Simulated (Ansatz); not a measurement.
ZrMo (CsCl type, Pm-3m) at seven volumes, PBE in the plane-wave PAW code Ansatz, scaled uniformly. One row is withheld.

| V (Å³/atom) | P (GPa) |
|---|---|
| 16.970 | 16.88 |
| 17.529 | 10.43 |
| 18.088 | 4.84 |
| 18.648 | 0.00 |
| 19.207 | ? |
| 19.767 | -7.80 |
| 20.326 | -10.93 |

Question: Fit the shown pressures and predict the withheld one.

Answer: P = (3/2)B₀(x^(7/2) − x^(5/2))[1 + (3/4)(B′ − 4)(x − 1)] with x = (V₀/V)^(2/3). Least squares on the six rows gives V₀ = 18.649 Å³/atom, B₀ = 150 GPa, B′ = 3.81. At V = 19.207, x = 0.9805 and P = -4.18 GPa. The run itself gave -4.18 GPa.

The start of the workflow was typed in or built on a structure type; neither database checked (COD, Materials Project) lists it. Whether it is the stable phase at ambient conditions was not checked. The PBE relaxation kept the symmetry of its start; whether a distortion lowers the energy is not shown. No spin polarisation was allowed.

Potentials: the earlier of the program's two PAW sets.
